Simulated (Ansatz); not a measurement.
TiAu (Pm-3m): the held moment from field and pressure

```xyz
2
Lattice="3.2540 0.0000 0.0000 0.0000 3.2540 0.0000 0.0000 0.0000 3.2540" Properties=species:S:1:pos:R:3 pbc="T T T"
Ti    1.6270    1.6270    1.6270
Au    0.0000    0.0000    0.0000
```

Geometry: a structure as deposited in COD; nothing is relaxed.

Settings: PBEsol, 10×10×10 k mesh, Fermi–Dirac smearing of 0.05 eV. PAW means Ansatz 0.2.0 on its default frozen-core files. Site moments are integrated in spheres about the atoms. Start moments (μB): Ti1 1.

The free run ends with 0.74 μB per cell. Further runs hold the cell's moment M by two Fermi levels; B is half their difference over μB, positive where the field raises M. Some of them:

```json
{"M (μB/cell)": "0.37", "B (T)": "-238", "ΔF over the free run (meV/cell)": "2.5", "pressure (GPa)": "-4.7"}
{"M (μB/cell)": "0.63", "B (T)": "-61", "ΔF over the free run (meV/cell)": "0.2", "pressure (GPa)": "-4.3"}
{"M (μB/cell)": "0.89", "B (T)": "100", "ΔF over the free run (meV/cell)": "0.4", "pressure (GPa)": "-3.9"}
```

Another run of the series gave B (T) = 39, ΔF over the free run (meV/cell) = 0.1, pressure (GPa) = -4.0. Which moment was held?
A. 0.52
B. 0.18
C. 1.00
D. 0.81

D. M (μB/cell) = 0.81.

Another run of the series gave B (T) = -140, ΔF over the free run (meV/cell) = 0.8, pressure (GPa) = -4.5. Which moment was held?
A. 1.00
B. 0.81
C. 0.18
D. 0.52

D. M (μB/cell) = 0.52.

The whole series:

```
M (μB/cell)  B (T)  ΔF over the free run (meV/cell)  pressure (GPa)
       0.18   -227                              5.3            -4.8
       0.37   -238                              2.5            -4.7
       0.52   -140                              0.8            -4.5
       0.63    -61                              0.2            -4.3
       0.81     39                              0.1            -4.0
       0.89    100                              0.4            -3.9
       1.00    239                              1.4            -3.7
```

The PAW files were made with PBE; the program remakes their cores once for the run's functional and then keeps them frozen. The Ansatz runs typed with the search for lower states off end where their start leads. Spin–orbit coupling is left out although heavy atoms are present. The magnetic state is the one that this cell and start allow. It needn't be the compound's measured order, which may need a larger cell or be absent.
